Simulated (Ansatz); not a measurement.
# Stability checks on a candidate for TiTe2

The cell was found from a structure generator's guess, not taken from experiment.

Computed with DFT PBE+D3(BJ), scalar-relativistic, plane waves, PAW in Ansatz 0.2.0. Cutoff 420 eV, Γ-centred 12×12×1 mesh (6-atom cell), Gaussian smearing of 0.10 eV, no spin polarisation.

The sheet is periodic along a and b; c holds vacuum.

```xyz
6
Lattice="3.6851 0.0000 0.0000 -1.8425 3.1914 0.0000 0.0000 0.0000 43.6411" Properties=species:S:1:pos:R:3 pbc="T T F"
Ti    0.0000    0.0000    8.7797
Ti    0.0000    0.0000   15.2203
Te    1.8425    1.0638   10.5137
Te    0.0000    2.1276    7.0133
Te    0.0000    2.1276   13.4864
Te    1.8425    1.0638   16.9867
```

The zero of energy is the elements' standard structures at the same level; no fitted shifts are applied.

Question: These tests were run: energy against the elements; random kick, then relaxation without symmetry; phonons at Γ. What do they show?

Answer:

```
                                         test                       result
                  energy against the elements                −0.62 eV/atom
random kick, then relaxation without symmetry                      returns
                                 phonons at Γ  lowest optical mode 24 cm⁻¹
```

It fails none of these tests. Other phases of the system weren't compared here, so this isn't yet thermodynamic stability. Phonons away from Γ weren't computed.

These runs have no spin–orbit coupling, which can matter for Te. The kick test ran on a coarse mesh. The run for the phonons used a 12×12×1 k mesh and Fermi–Dirac smearing of 0.15 eV.
